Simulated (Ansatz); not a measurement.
W (bcc (W type), space group No. 229) at seven volumes, PBEsol (plane waves, PAW; program Ansatz), scaled uniformly. One row is withheld.

```csv
V (Å³/atom),P (GPa)
14.281,37.06
14.751,22.86
15.222,?
15.693,0.00
16.164,-9.06
16.634,-16.78
17.105,-23.34
```

Question: Fit the shown pressures and predict the withheld one.

Answer: P = (3/2)B₀(x^(7/2) − x^(5/2))[1 + (3/4)(B′ − 4)(x − 1)] with x = (V₀/V)^(2/3). Least squares on the six rows gives V₀ = 15.693 Å³/atom, B₀ = 324 GPa, B′ = 4.12. At V = 15.222, x = 1.0205 and P = 10.51 GPa. The run itself gave 10.60 GPa.

Space group Im-3m (bcc (W type)). Symmetry was held in the PBEsol relaxation. No spin polarisation was allowed. Spin–orbit coupling is left out wherever it is not named.

Potentials: the later of the program's two PAW sets.
